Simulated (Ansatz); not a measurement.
K$_{2}$RbAuCl$_{6}$ under strains and displacements

Computed with DFT PBE, scalar-relativistic, plane waves, PAW (Ansatz 0.2.0).

Cutoff 420 eV; k points 6×6×6 on the computed 10-atom cell (Γ-centred); Gaussian smearing, width 0.05 eV; collinear spin from starting moments 0 0 0 -1 0 0 0 0 0 0 μB.

Reference cell:

```
K Rb Au Cl
1.0
     0.00000    5.57411    5.57411
     5.57411    0.00000    5.57411
     5.57411    5.57411    0.00000
K Rb Au Cl
2 1 1 6
Cartesian
  8.3612 8.3612 8.3612
  2.7871 2.7871 2.7871
  5.5741 5.5741 5.5741
  0.0000 0.0000 0.0000
  2.5106 5.5741 5.5741
  5.5741 5.5741 2.5106
  8.6376 5.5741 5.5741
  5.5741 2.5106 5.5741
  5.5741 8.6376 5.5741
  5.5741 5.5741 8.6376
```

Each variant moves atoms of this cell by the vectors given, if any (Å), and then applies a symmetric strain (tensor components, Cartesian axes). The reference cell isn't relaxed at this level. Energies are per atom at zero smearing, counted from the lowest variant. Pressure is positive in compression.

1. no strain; moves: K1 (0.002, -0.022, -0.039)
2. strain (xx yy zz yz xz xy, %) 3.12 3.12 3.12 0.00 0.00 0.00; moves: Cl5 (-0.194, 0.000, 0.000); Cl6 (0.000, 0.000, -0.194); Cl7 (0.194, 0.000, 0.000); Cl8 (0.000, -0.194, 0.000); Cl9 (0.000, 0.194, 0.000); Cl10 (0.000, 0.000, 0.194)
3. strain (xx yy zz yz xz xy, %) 1.96 1.96 1.96 0.00 0.00 0.00; moves: Cl5 (-0.194, 0.000, 0.000); Cl6 (0.000, 0.000, -0.194); Cl7 (0.194, 0.000, 0.000); Cl8 (0.000, -0.194, 0.000); Cl9 (0.000, 0.194, 0.000); Cl10 (0.000, 0.000, 0.194)
4. strain (xx yy zz yz xz xy, %) -0.92 -0.92 -0.92 0.00 0.00 0.00; moves: Cl5 (-0.039, 0.000, 0.000); Cl6 (0.000, 0.000, -0.039); Cl7 (0.039, 0.000, 0.000); Cl8 (0.000, -0.039, 0.000); Cl9 (0.000, 0.039, 0.000); Cl10 (0.000, 0.000, 0.039)
5. strain (xx yy zz yz xz xy, %) -3.17 -3.17 -3.17 0.00 0.00 0.00; moves: Cl5 (-0.077, 0.000, 0.000); Cl6 (0.000, 0.000, -0.077); Cl7 (0.077, 0.000, 0.000); Cl8 (0.000, -0.077, 0.000); Cl9 (0.000, 0.077, 0.000); Cl10 (0.000, 0.000, 0.077)
6. strain (xx yy zz yz xz xy, %) 1.09 1.09 1.09 0.00 0.00 0.00; moves: Cl5 (0.129, 0.000, 0.000); Cl6 (0.000, 0.000, 0.129); Cl7 (-0.129, 0.000, 0.000); Cl8 (0.000, 0.129, 0.000); Cl9 (0.000, -0.129, 0.000); Cl10 (0.000, 0.000, -0.129)
7. strain (xx yy zz yz xz xy, %) 2.06 2.06 2.06 0.00 0.00 0.00; moves: Cl5 (0.039, 0.000, 0.000); Cl6 (0.000, 0.000, 0.039); Cl7 (-0.039, 0.000, 0.000); Cl8 (0.000, 0.039, 0.000); Cl9 (0.000, -0.039, 0.000); Cl10 (0.000, 0.000, -0.039)
8. strain (xx yy zz yz xz xy, %) -3.13 -3.13 -3.13 0.00 0.00 0.00; moves: Cl5 (-0.194, 0.000, 0.000); Cl6 (0.000, 0.000, -0.194); Cl7 (0.194, 0.000, 0.000); Cl8 (0.000, -0.194, 0.000); Cl9 (0.000, 0.194, 0.000); Cl10 (0.000, 0.000, 0.194)

```csv
result,ΔE (meV/atom),P (GPa),largest force (eV/Å),gap on mesh (eV)
A,92.4,2.29,1.95,0.21
B,19.9,-1.56,0.57,0.18
C,70.0,4.40,1.67,0.09
D,56.0,-1.59,1.11,0.09
E,78.1,1.37,1.60,0.24
F,257.0,8.61,4.07,0
G,8.5,1.18,0.54,0.15
H,0.0,-0.09,0.04,0.15
```

Q: Which variant gave which result?

A: A is 3, B is 7, C is 5, D is 6, E is 2, F is 8, G is 4, H is 1.

Spin-orbit coupling is left out, which matters for the bands of heavy elements.